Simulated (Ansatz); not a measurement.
Ca:
```
Ca
1.0
    0.00000     2.66798     2.66798
    2.66798     0.00000     2.66798
    2.66798     2.66798     0.00000
Ca
1
Direct
  0.00000   0.00000   0.00000
```

Relaxed with LDA. Special points in fractions of this cell's reciprocal vectors: Γ (0.000, 0.000, 0.000); X (0.500, 0.000, 0.500); U (0.625, 0.250, 0.625); K (0.375, 0.375, 0.750); L (0.500, 0.500, 0.500); W (0.500, 0.250, 0.750).

Problem. List the band energies nearest the Fermi level at these points for plane-wave PAW LDA (Ansatz code).

Solution. In eV from the Fermi level; about four levels below and three above (degenerate sets whole), none deeper than 8.9 eV; points with the same levels are listed once.

```json
[
 {"k": "Γ", "below": "-4.22", "above": "2.34 2.34 2.34"},
 {"k": "X", "below": "-0.61", "above": "0.42 1.19 4.32"},
 {"k": "U", "below": "-0.06", "above": "0.33 0.93 3.40"},
 {"k": "L", "below": "-1.10 -0.02", "above": "2.22 2.22 4.32 4.32"},
 {"k": "W", "below": "–", "above": "0.10 0.70 0.70"}
]
```

Space group Fm-3m (fcc (Cu type)). The LDA relaxation kept the symmetry of its start.

Potentials: the earlier of the program's two PAW sets.
